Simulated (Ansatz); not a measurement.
Input:

VBiO4:
```xyz
6
Lattice="3.7577 2.6105 0.0000 -3.7577 2.6105 0.0000 -2.8867 0.0000 4.2472" Properties=species:S:1:pos:R:3 pbc="T T T"
V      0.0000     1.8999     0.0000
Bi    -1.4433     4.7343     2.1236
O     -2.9109     0.9855     2.7835
O      1.3649     2.8764     0.1201
O     -4.2516     2.8764     4.1271
O      0.0242     0.9855     1.4637
```

This is the LDA-relaxed structure.

### Question
All from LDA (plane waves, PAW; program Ansatz), unless another level is named. Estimate the band gap.

### Answer
2.72 eV (indirect).

### Question
What about the electron effective mass?

### Answer
0.71, 1.4, 3.1 mₑ (principal values).

### Question
Predict the formation energy from the elements (no fitted shifts).

### Answer
-1.97 eV/atom.

Space group C2. The workflow started from a Materials Project entry (that database holds measured and hypothetical structures alike); the Crystallography Open Database copy checked does not list it. It is not the phase usual at ambient conditions (space group No. 88). Symmetry was held in the LDA relaxation; of distortions, only those at the zone centre were tested. The run is not spin-polarised. No Hubbard U is applied. The references are the lowest solids computed at this level, not always the standard phases (solids in place of the gases). Spin–orbit coupling is left out wherever it is not named.

Potentials: the later of the program's two PAW sets.
